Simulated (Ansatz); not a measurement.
**Stationary points along a deformation path in Ba**

The calculation used DFT LDA, scalar-relativistic, plane waves, PAW in Ansatz 0.2.0. Settings: plane waves to 420 eV, k-mesh 14×14×14 (Γ-centred), Gaussian smearing 0.15 eV. No spin polarisation. Energies are free energies at this smearing, counted from the undisturbed cell; pressure is positive in compression.

The undisturbed cell (as given, not relaxed at this level; it stands at -1.1 GPa; this simple cubic form isn't the usual structure):

```
CELL_PARAMETERS angstrom
3.91772 0.00000 0.00000
0.00000 3.91772 0.00000
0.00000 0.00000 3.91772
ATOMIC_POSITIONS crystal
Ba 0.00000 0.00000 0.00000
```

At fixed volume and fractional coordinates, lengths along (0.577, 0.577, 0.577) are scaled against those across it; ρ is that ratio over its starting value. V = 60.131 Å³/atom. Δσ is the stress along the axis less the mean stress across it (compression positive).

```
    ρ  ΔE (meV/atom)  Δσ (GPa) space group
0.500         -298.1      0.00        Im-3m
0.600         -229.6     -2.54         R-3m
0.710         -118.3     -2.46         R-3m
0.850          -29.7     -1.38         R-3m
1.000            0.0      0.00        Pm-3m
1.410         -110.7      2.38         R-3m
2.000         -287.6      0.00        Fm-3m
```

**Question.** How does the stress give the slope of the energy, and where is the energy stationary?

**Answer.** Along the path d ln(length) is 2/3 d ln ρ on the axis and −1/3 d ln ρ across it, so dE/d ln ρ = −(2/3) V Δσ: the energy falls with ρ where Δσ is positive. Δσ vanishes or changes sign at ρ = 0.500 (Im-3m, an end of the scan), at -298.1 meV/atom; at ρ = 1.000 (Pm-3m), a maximum at 0.0 meV/atom; at ρ = 2.000 (Fm-3m, an end of the scan), at -287.6 meV/atom. Pairs of stationary points between two samples would go unseen, and could change a minimum read from distant neighbours into a maximum. At ρ = 0.500, 1.000, 2.000 the cell is cubic, where symmetry alone makes the stress isotropic and the slope zero.

**Question.** Is the start the lowest point of the path?

**Answer.** No: ρ = 0.500 lies 298.1 meV/atom lower, with no sampled rise above the start on the way. Volume and inner coordinates are held, so a relaxed structure there would lie lower still.

In a metal these slopes depend on the k mesh and the smearing.